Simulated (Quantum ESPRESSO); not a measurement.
# One change at a time to Ga4HfNbTa2

These are calculations, not measurements. They come from Quantum ESPRESSO 7.5, a public plane-wave density functional program. Each row is one single-point run on a made-up periodic cell of eight metal atoms, with elements, volume, strain and displacements drawn at random and not relaxed, so a cell may be unstable or far from any real phase. There is no spin polarisation or spin-orbit coupling.

Settings: PBE unless stated; PseudoDojo standard norm-conserving files; Fermi-Dirac width 0.25 eV, which means electrons at about 2900 K; cutoff 1116 eV; 8 x 5 x 3 k mesh shifted half a step off Gamma. E is the free energy of the whole cell (internal energy minus TS), so a -TS column is already part of it. Stress is positive in tension, and the pressure P is minus a third of its trace.

Checks: one run of this series was repeated at a higher cutoff and on a denser mesh, which moved values by no more than 0.010 eV, 0.03 GPa and 0.005 eV/Å, and a second program with other atomic files agreed on it to 2 % rms in force and 0.5 GPa in pressure. Known limits: the tin pseudopotential is less sure than most, with forces differing by about three percent from a second method on plain tin; heavy elements are run without spin-orbit coupling, which real alloys of them have; a spin test at this wide smearing found no moment, but such smearing suppresses magnetism that the real alloy may have.

The lattice is hexagonal close-packed, and the cell vectors in Å are (-3.102, -0.038, 0.028); (0.067, 5.292, -0.072); (1.611, -2.491, -9.882), a volume of 162.52 Å³ in run 1. The elements on sites 1 to 8 are Hf Ga Ta Nb Ga Ta Ga Ga. Each later run makes one change to run 1 and keeps the rest. E is counted from run 1, and is n/a where other atomic files have another zero of energy.

| run | change | V (Å³) | P (GPa) | -TS (eV) | rms force (eV/Å) | largest change of a force component (eV/Å) | E (eV) |
|---|---|---|---|---|---|---|---|
| 1 | none | 162.52 | -11.61 | -1.440 | 0.336 | 0.000 | 0.000 |
| 2 | sites 1 and 8 exchanged | 162.52 | -11.28 | -1.366 | 0.317 | 1.077 | -0.189 |
| 3 | all lengths scaled by -1.56 % | 155.03 | -7.86 | -1.369 | 0.391 | 0.175 | -0.458 |
| 4 | LDA in place of PBE | 162.52 | -18.70 | -1.463 | 0.283 | 0.141 | n/a |
| 5 | Sn on site 7 | 162.52 | -7.35 | -1.436 | 0.343 | 0.644 | n/a |
| 6 | site 6 moved by +0.12 Å along y | 162.52 | -11.24 | -1.424 | 0.384 | 0.341 | ? |

## Worked estimate

Along the move dE = -F dx. The force on site 6 along y is -0.363 eV/Å in run 1 and -0.704 eV/Å in run 6, and the move is +0.12 Å, so the mean force times the move gives an estimate.

## Withheld value

Question: what E should run 6 give?

The estimate is 0.064 eV. The calculation gave 0.064 eV.
